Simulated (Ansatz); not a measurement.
One starting cell of GaCuSe2 (a generated trial cell of GaCuSe2 in the chalcopyrite structure type) was relaxed twice with Ansatz (plane waves, PAW, scalar-relativistic): with r2SCAN at 500 eV and with PBE at 420 eV. The r2SCAN result:

```cif
data_Cu4Ga4Se8
_chemical_formula_sum 'Cu4 Ga4 Se8'
_space_group_name_H-M_alt 'I-42d'
_space_group_IT_number 122
_space_group_name_Hall 'I -4 2bw'
_cell_length_a 5.60781
_cell_length_b 5.60781
_cell_length_c 11.09649
_cell_angle_alpha 90.000
_cell_angle_beta 90.000
_cell_angle_gamma 90.000
loop_
_atom_site_label
_atom_site_type_symbol
_atom_site_symmetry_multiplicity
_atom_site_Wyckoff_symbol
_atom_site_fract_x
_atom_site_fract_y
_atom_site_fract_z
_atom_site_occupancy
Cu1 Cu 4 a 0.00000 0.00000 0.00000 1
Ga1 Ga 4 b 0.00000 0.00000 0.50000 1
Se1 Se 8 d 0.25000 0.25364 0.37500 1
```
(The calculation used a cell of 8 atoms; values per cell refer to that cell.)

```
quantity                          r2SCAN    PBE
--------------------------------  ------  -----
space group                        I-42d  I-42d
volume (Å³/atom)                   21.81      …
a (Å)                              5.608      …
c (Å)                             11.096      …
gap (eV, no spin-orbit coupling)    0.57      …
```

### Question
What does PBE give for the same quantities?

### Answer

- volume (Å³/atom), PBE: 22.65
- a (Å), PBE: 5.672
- c (Å), PBE: 11.264
- gap (eV, no spin-orbit coupling), PBE: 0.01

Both levels end in the same structure; PBE's volume is 3.9 % larger; its gap is 0.56 eV smaller, so that PBE closes a gap that the other level keeps. Neither column is exact.

No spin polarisation in the result.

The run could not lose the symmetry of its start; a randomly shaken copy of 8 atoms returns to this structure.

Ansatz is a first-principles code.
